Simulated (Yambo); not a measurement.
Yambo run on BaCuSF (space group P4/nmm, No. 129). The wavefunctions are norm-conserving PBEsol (Quantum ESPRESSO, 92 Ry, without SOC) ones on a 4×4×1 mesh (42 occupied bands); a = b = 4.1299 Å, c = 9.1065 Å, α = β = γ = 90.00°.

Yambo input:

```
rim_cut
gw0
dyson
el_el_corr
HF_and_locXC
cohsex
em1s
RandQpts= 1000000
RandGvec= 1 Ry
EXXRLvcs= 92 Ry
VXCRLvcs= 368 Ry
Chimod= "HARTREE"
% BndsRnXs
 9 | 182 |
%
NGsBlkXs= 6 Ry
% LongDrXs
 1.0 | 1.0 | 1.0 |
%
ExtendOut
% QPkrange
 1 | 1 | 42 | 43 |
%
```

k points by index: 1 = Γ.

Table of the .qp output:

```
#    K-point    Band    Eo [eV]    E [eV]    E-Eo [eV]    Vxc [eV]    Vnlxc [eV]    Sc|Eo [eV]    Re(Z)    Im(Z)
#
    1    42    0.000000    -1.901014    -1.901014    -23.75206    -28.87563    3.222558    1.000000    0.000000
    1    43    1.510112    0.890552    -0.619560    -13.79329    -10.09353    -4.319320    1.000000    0.000000
```
(The two width columns are left out.) Convergence of these settings isn't established.

Geometry of the Materials Project entry, not relaxed at this level.

The structure is a Materials Project entry; no match was found in the copy of COD used, and its stability was not checked.
